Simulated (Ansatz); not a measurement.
W (bcc (W type), Im-3m), a = b = c = 3.159 Å, α = β = γ = 90.00°; the cell used has 1 atom.

Relaxed with plane-wave PAW PBE+D3(BJ) (Ansatz code). Indices refer to the conventional cell of Im-3m, a = 3.1594 Å, b = 3.1594 Å, c = 3.1594 Å, α = 90.00°, β = 90.00°, γ = 90.00°.

Question: Simulate the powder diffraction pattern (neutron, λ = 1.5401 Å; lines above 1 %) up to 2θ = 90°.

Answer: Simulated powder pattern, neutron, λ = 1.5401 Å (kinematic, ideal powder, no thermal factors, coherent scattering alone; the 30 strongest lines at most, above 1 %, up to 2θ = 90°):

```
2θ (°)  d (Å)  I/Imax (%)    hkl
------  -----  ----------  -----
40.33   2.234         100  (110)
58.35   1.580          27  (200)
73.31   1.290          78  (211)
87.16   1.117          32  (220)
```

The PBE+D3(BJ) relaxation kept the symmetry of its start. No spin polarisation was allowed. The pairwise dispersion correction was not fitted to metals. Spin–orbit coupling is left out wherever it is not named.

Potentials: the later of the program's two PAW sets.
